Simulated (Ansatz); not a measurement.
**NiAsRh: do energies and stresses tell the same story?**

Theory: Ansatz 0.2.0, DFT PBEsol, scalar-relativistic, plane waves, PAW.

Plane waves to 420 eV, a k mesh through Γ of 10×10×6 on the computed 6-atom cell and Gaussian smearing (0.10 eV); no spin polarisation.

Relaxed cell: P4/nmm, a = 3.558 Å, b = 3.558 Å, c = 6.103 Å, α = 90.00°, β = 90.00°, γ = 90.00°, 6 atoms in the primitive cell. Whether it is the stable form of this composition wasn't checked.

Energies at zero smearing and pressures from the stress tensor, at volumes with shape and atoms relaxed:
```
V (Å³/atom) E − E(first) (meV/atom) P (GPa)
     12.104                     0.00    15.60
     12.491                   -27.04     7.09
     12.877                   -35.31     0.00
     13.263                   -27.93    -5.92
     13.650                    -7.52   -10.84
```

Question: Check P = −dE/dV between neighbouring volumes, and get the bulk modulus from the pressures alone.

Answer: With 1 eV/Å³ = 160.2 GPa:
| middle V (Å³/atom) | −ΔE/ΔV (GPa) | mean P (GPa) |
| --- | --- | --- |
| 12.298 | 11.214 | 11.347 |
| 12.684 | 3.432 | 3.548 |
| 13.070 | -3.061 | -2.959 |
| 13.457 | -8.467 | -8.379 |

The two differ by 0.13 GPa at most. The mean of two end pressures misses the average over a step by about ΔV² P″/12, up to 0.13 GPa here; with that taken off 0.01 GPa remains. Around V = 12.877 Å³/atom, the two neighbours give B = −V ΔP/ΔV = 12.877 × 13.01 / 0.773 = 216.9 GPa, against B0 = 215.8 GPa from the Birch–Murnaghan fit of the energies.

A ferromagnetic start lost its moments in a first run, so spin was left out; other magnetic orders weren't tried.